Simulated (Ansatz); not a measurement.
## Relaxation path: fcc Rh (110), 5 layers

DFT, LDA, PAW with Ansatz's default frozen-core files, scalar-relativistic (Ansatz 0.2.0); a Γ-centred 14×10×1 k mesh, Fermi–Dirac smearing of 0.08 eV, no spin polarisation. The run relaxes the atoms in the fixed cell.

Command: `ansatz run input.yaml --threads 2 --pin off --max-ram 4096MiB --backend cpu --events-out ev --progress --plain --runs-dir out` It took 52 s on 2 threads of Intel(R) Xeon(R) 6975P-C (Granite Rapids) (shared host), peak memory 0.67 GiB.

```yaml
crystal:
  lattice:
    - [2.6548623924, 0.0, 0.0]
    - [0.0, 3.7545424016, 0.0]
    - [0.0, 0.0, 21.3097]
  atoms:
    - { symbol: Rh, position: [0.0, 0.0, 0.3754153088] }
    - { symbol: Rh, position: [0.5, 0.5, 0.4377076545] }
    - { symbol: Rh, position: [0.0, 0.0, 0.4999999998] }
    - { symbol: Rh, position: [0.5, 0.5, 0.5622923455] }
    - { symbol: Rh, position: [0.0, 0.0, 0.6245846912] }
kpoints:
  mp_grid: { grid: [14, 10, 1] }
scf:
  occupations: { method: fermi_dirac, width: 0.08 }
hamiltonian:
  xc: lda
  pseudopotentials: { kind: paw }
output:
  forces: true
  stress: true
  eigenvalues: true
relax:
  f_tol: 0.01
  max_steps: 40
efield:
  axis: 3
  amplitude: 0
  dipole_correction: true
```

Each step lists its free energy a cell above the last geometry, and Cartesian positions (Å) with forces (eV/Å).

The first step:

```
step 1  dF = 213.05 meV
  Rh 0.0000 0.0000 8.0000   0.0000 0.0000 1.3642
  Rh 1.3274 1.8773 9.3274   0.0000 0.0000 -0.8725
  Rh 0.0000 0.0000 10.6548   0.0000 0.0000 0.0000
  Rh 1.3274 1.8773 11.9823   0.0000 0.0000 0.8725
  Rh 0.0000 0.0000 13.3097   0.0000 0.0000 -1.3642
```

The PAW files were made under PBE. The cell is 1×1, so reconstructions are forbidden, and in slabs of four or five layers the relaxations can be far larger than at a real surface.

Where does the relaxation end, and by which steps?

After 4 geometries, with a shortest distance of 2.536 Å. The further steps:
```
step 2  dF = 77.49 meV
  Rh 0.0000 0.0000 8.1950   0.0000 0.0000 -0.9876
  Rh 1.3274 1.8773 9.3142   0.0000 0.0000 -0.1722
  Rh 0.0000 0.0000 10.6548   0.0000 0.0000 0.0000
  Rh 1.3274 1.8773 11.9955   0.0000 0.0000 0.1722
  Rh 0.0000 0.0000 13.1147   0.0000 0.0000 0.9876
step 3  dF = 0.68 meV
  Rh 0.0000 0.0000 8.1249   0.0000 0.0000 -0.0623
  Rh 1.3274 1.8773 9.2873   0.0000 0.0000 -0.0493
  Rh 0.0000 0.0000 10.6548   0.0000 0.0000 0.0000
  Rh 1.3274 1.8773 12.0224   0.0000 0.0000 0.0493
  Rh 0.0000 0.0000 13.1848   0.0000 0.0000 0.0623
step 4  dF = 0.00 meV
  Rh 0.0000 0.0000 8.1186   0.0000 0.0000 0.0037
  Rh 1.3274 1.8773 9.2819   0.0000 0.0000 -0.0088
  Rh 0.0000 0.0000 10.6548   0.0000 0.0000 0.0000
  Rh 1.3274 1.8773 12.0278   0.0000 0.0000 0.0088
  Rh 0.0000 0.0000 13.1911   0.0000 0.0000 -0.0037
step 5  dF = 0.00 meV  (same geometry, solved once more)
  Rh 0.0000 0.0000 8.1186   0.0000 0.0000 0.0037
  Rh 1.3274 1.8773 9.2819   0.0000 0.0000 -0.0089
  Rh 0.0000 0.0000 10.6548   0.0000 0.0000 0.0000
  Rh 1.3274 1.8773 12.0278   0.0000 0.0000 0.0089
  Rh 0.0000 0.0000 13.1911   0.0000 0.0000 -0.0037
```
